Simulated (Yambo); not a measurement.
BSE-type run in Yambo on LiF (rock salt, space group Fm-3m, No. 225), at zero momentum.

Quantum ESPRESSO step (PBEsol, PseudoDojo standard norm-conserving files, scalar-relativistic):
```
&CONTROL
  calculation = 'nscf'
  pseudo_dir = './pseudo'
  outdir = './out'
/
&SYSTEM
  ibrav = 0
  nat = 2
  ntyp = 2
  ecutwfc = 84.0
  ecutrho = 336.0
  occupations = 'fixed'
  force_symmorphic = .true.
  nbnd = 15
/
&ELECTRONS
  conv_thr = 2e-09
  diago_full_acc = .true.
  diago_thr_init = 1e-08
/
ATOMIC_SPECIES
Li 6.9400 Li.upf
F 18.9984 F.upf
CELL_PARAMETERS angstrom
  0.000000000000   2.000678029000   2.000678029000
  2.000678029000   0.000000000000   2.000678029000
  2.000678029000   2.000678029000   0.000000000000
ATOMIC_POSITIONS crystal
Li   0.000000000000   0.000000000000   0.000000000000
F   0.500000000000   0.500000000000   0.500000000000
K_POINTS automatic
10 10 10 0 0 0
```

Yambo input:
```
rim_cut
optics
bse
bss
dipoles
em1s
RandQpts= 1000000
RandGvec= 1 Ry
FFTGvecs= 40 Ry
Chimod= "HARTREE"
BSKmod= "SEX"
BSEmod= "resonant"
BSSmod= "hs"
BSENGexx= 15 Ry
BSENGBlk= 4 Ry
% BSEQptR
 1 | 1 |
%
% BSEBands
 3 | 6 |
%
% BEnRange
 0.0 | 16.7 | eV
%
% BDmRange
 0.15 | 0.15 | eV
%
BEnSteps= 334
% BLongDir
 1.0 | 0.0 | 0.0 |
%
BSHayTrs= -0.02
BSSNEig= 24
WRbsWF
% BndsRnXs
 2 | 9 |
%
NGsBlkXs= 4 Ry
% LongDrXs
 1.0 | 1.0 | 1.0 |
%
```

From the report:

The dimension is k points × valence × conduction bands = 1000 × 3 × 1 = 3000.
```
  [SLEPC] Approach                          : Krylov-Schur
  [SLEPC] Number of requested eigenvalues   :  24
  [SLEPC] Number of eigenvalues        [NEV]:  24
   [K] Dimension                                    :  3000
   [K] Bands                                        :   3   6
   [K] Exchange res                                 : yes
   [K] Correlation res                              : yes
   [K] W interaction is bare                        : no
   [K] RL vectors exchange                          :  137
   [K] RL vectors correlation                       :  27
   [W] Matrix size                                  :  27
   [W] Bands                                        :   2   9
   [W] Coulomb Cutoff                               : none
   [W] Hxc Kernel                                   : HARTREE
```
Lowest eigenvalues (eV; in brackets the number of states within 2 meV): 6.77 (3), 8.27 (3), 8.33 (3), 8.34 (2), 8.45 (3), 8.66 (3). They depend on the mesh, which isn't converged; without a scissor they sit on the DFT energy scale.

Geometry relaxed with PBEsol.
